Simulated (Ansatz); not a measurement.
This run works on a generated trial structure, not on a known crystal.

Input and command of a plane-wave DFT calculation in Ansatz:

```yaml
crystal:
  lattice:
    - [4.04168939, 0.0, 0.0]
    - [-2.0208447, 3.50020569, 0.0]
    - [0.0, 0.0, 4.49557461]
  atoms:
    - { symbol: Dy, position: [0.0, 0.0, 0.0] }
    - { symbol: Mg, position: [0.66666667, 0.33333333, 0.5] }
    - { symbol: F, position: [0.33333333, 0.66666667, 0.5] }
basis:
  ecutwfc: 630
kpoints:
  mp_grid: { grid: [6, 6, 4] }
hamiltonian:
  xc: pbe
  pseudopotentials:
    kind: paw
    azcp: { Dy: "pseudopotentials/pbe/nc/lanthanide_3plus/Dy.nc.azcp" }
scf:
  occupations: { method: gaussian, width: 0.2 }
  lower_state_search: "off"
output:
  forces: true
  stress: true
  eigenvalues: true
relax:
  adjacent_minimum: "off"
  f_tol: 0.08
  max_steps: 16
  cell: { stress_tol: 0.8 }
```

```bash
ansatz run input.yaml --threads 1 --pin off --max-ram 2816MiB --backend cpu --events-out ev --progress --plain --runs-dir out
```

Processor: AMD EPYC 7R43 64-Core Processor (Zen 3), 1 thread, on a host shared with other jobs.

Estimate time, memory and problem size.

About 2.2 min, peak memory 0.41 GiB. It solves 18 bands at 21 k points (after reduction by symmetry) with about 2397 plane waves (on the last cell), in 87 SCF iterations over 12 ionic steps.

With its 4f electrons in the core of a norm-conserving potential, the lanthanide is trivalent by construction, without f bands, f moments or other valences.
